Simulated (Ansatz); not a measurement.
Rb2TlSbCl6: kick along a soft mode, then relaxed

All numbers below come from DFT PBEsol, scalar-relativistic, plane waves, PAW (Ansatz 0.2.0). Cutoff 420 eV, Γ-centred 4×4×4 k-points, Gaussian smearing of 0.05 eV. Spin–orbit coupling is left out, which can shift energies with elements as heavy as these. No spin polarisation. Energies are free energies at this smearing, counted from the undisturbed cell; pressure is positive in compression.

The undisturbed cell (relaxed at this level; it needn't be the usual structure):

```xyz
10
Lattice="0.0000 5.5723 5.5723 5.5723 0.0000 5.5723 5.5723 5.5723 0.0000" Properties=species:S:1:pos:R:3 pbc="T T T"
Rb    8.3585    8.3585    8.3585
Rb    2.7862    2.7862    2.7862
Tl    5.5723    5.5723    5.5723
Sb    0.0000    0.0000    0.0000
Cl    2.6283    5.5723    5.5723
Cl    5.5723    5.5723    2.6283
Cl    8.5163    5.5723    5.5723
Cl    5.5723    2.6283    5.5723
Cl    5.5723    8.5163    5.5723
Cl    5.5723    5.5723    8.5163
```

The atoms are moved along a zone-centre mode of 39i cm⁻¹ (Å):

| atom | ux | uy | uz |
| --- | --- | --- | --- |
| Rb1 | 0.150 | 0.000 | 0.000 |
| Rb2 | 0.150 | 0.000 | 0.000 |
| Tl3 | -0.013 | 0.000 | 0.000 |
| Sb4 | -0.040 | 0.000 | 0.000 |
| Cl5 | -0.022 | 0.000 | 0.000 |
| Cl6 | -0.117 | 0.000 | 0.000 |
| Cl7 | -0.022 | 0.000 | 0.000 |
| Cl8 | -0.117 | 0.000 | 0.000 |
| Cl9 | -0.117 | 0.000 | 0.000 |
| Cl10 | -0.117 | 0.000 | 0.000 |

Cell and atoms are then relaxed.

Problem. Does the relaxation return to the undisturbed structure?

Solution. No. It ends 9.1 meV/atom below it. The final space group reads I4mm (tolerance 0.01 Å) and the volume changes by 2.47 %.

Final structure:

```xyz
10
Lattice="0.0000 5.5998 5.5998 5.6538 0.0000 5.5998 5.6538 5.5998 0.0000" Properties=species:S:1:pos:R:3 pbc="T T T"
Rb    9.0886    8.3997    8.3997
Rb    3.4348    2.7999    2.7999
Tl    5.6001    5.5998    5.5998
Sb   11.1875    5.5998    5.5998
Cl    2.5567    5.5998    5.5998
Cl    5.3689    5.5998    2.6327
Cl    8.5797    5.5998    5.5998
Cl    5.3689    2.6327    5.5998
Cl    5.3689    8.5668    5.5998
Cl    5.3689    5.5998    8.5668
```

The relaxation, step by step (energy from the first step; small jumps at an unchanged geometry come where the plane waves are selected anew for the new cell):

```tsv
step	ΔE (meV/atom)	largest force component (eV/Å)	pressure (GPa)
1	0.0	0.065	0.02
2	-0.3	0.065	0.01
3	-3.4	0.066	0.01
4	-6.4	0.083	0.12
5	-3.8	0.291	0.10
6	-7.3	0.041	-0.03
7	-7.5	0.030	-0.03
8	-7.5	0.010	0.00
9	-7.5	0.006	0.00
10	-7.5	0.006	0.00
```

Frames along the relaxation (Å, eV/Å):

```xyz
10
Lattice="0.000 5.572 5.572 5.572 0.000 5.572 5.572 5.572 0.000" Properties=species:S:1:pos:R:3:forces:R:3 pbc="T T T" step=1
Rb    8.508    8.358    8.358    0.065    0.000    0.000
Rb    2.936    2.786    2.786    0.065    0.000    0.000
Tl    5.559    5.572    5.572   -0.016    0.000    0.000
Sb   -0.040    0.000    0.000   -0.027    0.000    0.000
Cl    2.607    5.572    5.572   -0.006    0.000    0.000
Cl    5.455    5.572    2.628   -0.019    0.000   -0.005
Cl    8.495    5.572    5.572   -0.007    0.000    0.000
Cl    5.455    2.628    5.572   -0.019   -0.005    0.000
Cl    5.455    8.516    5.572   -0.019    0.005    0.000
Cl    5.455    5.572    8.516   -0.019    0.000    0.005
10
Lattice="0.000 5.573 5.573 5.579 0.000 5.573 5.579 5.573 0.000" Properties=species:S:1:pos:R:3:forces:R:3 pbc="T T T" step=2
Rb    8.539    8.359    8.359    0.065    0.000    0.000
Rb    2.960    2.786    2.786    0.065    0.000    0.000
Tl    5.555    5.573    5.573   -0.010    0.000    0.000
Sb   -0.050    0.000    0.000    0.001    0.000    0.000
Cl    2.599    5.573    5.573   -0.008    0.000    0.000
Cl    5.461    5.573    2.628   -0.028    0.000    0.000
Cl    8.496    5.573    5.573   -0.003    0.000    0.000
Cl    5.461    2.628    5.573   -0.028    0.000    0.000
Cl    5.461    8.518    5.573   -0.028    0.000    0.000
Cl    5.461    5.573    8.518   -0.028    0.000    0.000
10
Lattice="0.000 5.576 5.576 5.610 0.000 5.576 5.610 5.576 0.000" Properties=species:S:1:pos:R:3:forces:R:3 pbc="T T T" step=3
Rb    8.780    8.364    8.364    0.066    0.000    0.000
Rb    3.170    2.788    2.788    0.066    0.000    0.000
Tl    5.522    5.576    5.576    0.052    0.000    0.000
Sb   -0.105    0.000    0.000    0.064    0.000    0.000
Cl    2.552    5.576    5.576   -0.008    0.000    0.000
Cl    5.452    5.576    2.627   -0.065    0.000    0.014
Cl    8.497    5.576    5.576    0.023    0.000    0.000
Cl    5.452    2.627    5.576   -0.065    0.014    0.000
Cl    5.452    8.525    5.576   -0.065   -0.014    0.000
Cl    5.452    5.576    8.525   -0.065    0.000   -0.014
10
Lattice="0.000 5.583 5.583 5.630 0.000 5.583 5.630 5.583 0.000" Properties=species:S:1:pos:R:3:forces:R:3 pbc="T T T" step=4
Rb    9.011    8.375    8.375    0.011    0.000    0.000
Rb    3.380    2.792    2.792    0.011    0.000    0.000
Tl    5.512    5.583    5.583    0.083    0.000    0.000
Sb   -0.139    0.000    0.000    0.045    0.000    0.000
Cl    2.526    5.583    5.583   -0.006    0.000    0.000
Cl    5.402    5.583    2.629   -0.047    0.000    0.012
Cl    8.504    5.583    5.583    0.043    0.000    0.000
Cl    5.402    2.629    5.583   -0.047    0.012    0.000
Cl    5.402    8.538    5.583   -0.047   -0.012    0.000
Cl    5.402    5.583    8.538   -0.047    0.000   -0.012
10
Lattice="0.000 5.613 5.613 5.611 0.000 5.613 5.611 5.613 0.000" Properties=species:S:1:pos:R:3:forces:R:3 pbc="T T T" step=5
Rb    9.072    8.420    8.420   -0.054    0.000    0.000
Rb    3.461    2.807    2.807   -0.054    0.000    0.000
Tl    5.613    5.613    5.613   -0.009    0.000    0.000
Sb   -0.068    0.000    0.000   -0.291    0.000    0.000
Cl    2.598    5.613    5.613    0.020    0.000    0.000
Cl    5.247    5.613    2.642    0.121    0.000   -0.075
Cl    8.569    5.613    5.613   -0.094    0.000    0.000
Cl    5.247    2.642    5.613    0.121   -0.075    0.000
Cl    5.247    8.585    5.613    0.121    0.075    0.000
Cl    5.247    5.613    8.585    0.121    0.000    0.075
10
Lattice="0.000 5.598 5.598 5.681 0.000 5.598 5.681 5.598 0.000" Properties=species:S:1:pos:R:3:forces:R:3 pbc="T T T" step=6
Rb    9.131    8.396    8.396    0.006    0.000    0.000
Rb    3.451    2.799    2.799    0.006    0.000    0.000
Tl    5.630    5.598    5.598   -0.012    0.000    0.000
Sb   -0.127    0.000    0.000    0.041    0.000    0.000
Cl    2.549    5.598    5.598    0.037    0.000    0.000
Cl    5.399    5.598    2.631   -0.012    0.000    0.017
Cl    8.626    5.598    5.598   -0.032    0.000    0.000
Cl    5.399    2.631    5.598   -0.012    0.017    0.000
Cl    5.399    8.564    5.598   -0.012   -0.017    0.000
Cl    5.399    5.598    8.564   -0.012    0.000   -0.017
10
Lattice="0.000 5.600 5.600 5.655 0.000 5.600 5.655 5.600 0.000" Properties=species:S:1:pos:R:3:forces:R:3 pbc="T T T" step=7
Rb    9.091    8.400    8.400    0.000    0.000    0.000
Rb    3.436    2.800    2.800    0.000    0.000    0.000
Tl    5.599    5.600    5.600    0.008    0.000    0.000
Sb   -0.118    0.000    0.000   -0.030    0.000    0.000
Cl    2.558    5.600    5.600   -0.005    0.000    0.000
Cl    5.371    5.600    2.635    0.001    0.000   -0.017
Cl    8.580    5.600    5.600    0.024    0.000    0.000
Cl    5.371    2.635    5.600    0.001   -0.017    0.000
Cl    5.371    8.565    5.600    0.001    0.017    0.000
Cl    5.371    5.600    8.565    0.001    0.000    0.017
10
Lattice="0.000 5.600 5.600 5.654 0.000 5.600 5.654 5.600 0.000" Properties=species:S:1:pos:R:3:forces:R:3 pbc="T T T" step=8
Rb    9.086    8.400    8.400    0.001    0.000    0.000
Rb    3.432    2.800    2.800    0.001    0.000    0.000
Tl    5.601    5.600    5.600   -0.003    0.000    0.000
Sb   -0.119    0.000    0.000   -0.010    0.000    0.000
Cl    2.557    5.600    5.600    0.006    0.000    0.000
Cl    5.369    5.600    2.633    0.000    0.000    0.001
Cl    8.579    5.600    5.600    0.006    0.000    0.000
Cl    5.369    2.633    5.600    0.000    0.001    0.000
Cl    5.369    8.567    5.600    0.000   -0.001    0.000
Cl    5.369    5.600    8.567    0.000    0.000   -0.001
10
Lattice="0.000 5.600 5.600 5.654 0.000 5.600 5.654 5.600 0.000" Properties=species:S:1:pos:R:3:forces:R:3 pbc="T T T" step=9
Rb    9.089    8.400    8.400   -0.001    0.000    0.000
Rb    3.435    2.800    2.800   -0.001    0.000    0.000
Tl    5.600    5.600    5.600   -0.001    0.000    0.000
Sb   -0.120    0.000    0.000   -0.006    0.000    0.000
Cl    2.557    5.600    5.600    0.005    0.000    0.000
Cl    5.369    5.600    2.633    0.000    0.000    0.001
Cl    8.580    5.600    5.600    0.003    0.000    0.000
Cl    5.369    2.633    5.600    0.000    0.001    0.000
Cl    5.369    8.567    5.600    0.000   -0.001    0.000
Cl    5.369    5.600    8.567    0.000    0.000   -0.001
10
Lattice="0.000 5.600 5.600 5.654 0.000 5.600 5.654 5.600 0.000" Properties=species:S:1:pos:R:3:forces:R:3 pbc="T T T" step=10
Rb    9.089    8.400    8.400   -0.001    0.000    0.000
Rb    3.435    2.800    2.800   -0.001    0.000    0.000
Tl    5.600    5.600    5.600   -0.001    0.000    0.000
Sb   -0.120    0.000    0.000   -0.006    0.000    0.000
Cl    2.557    5.600    5.600    0.005    0.000    0.000
Cl    5.369    5.600    2.633    0.000    0.000    0.001
Cl    8.580    5.600    5.600    0.003    0.000    0.000
Cl    5.369    2.633    5.600    0.000    0.001    0.000
Cl    5.369    8.567    5.600    0.000   -0.001    0.000
Cl    5.369    5.600    8.567    0.000    0.000   -0.001
```

Cost: 1 run of about 6.3 core-minutes, on Intel Xeon Processor @ 2.50GHz (Skylake/Cascade Lake) (shared hosts).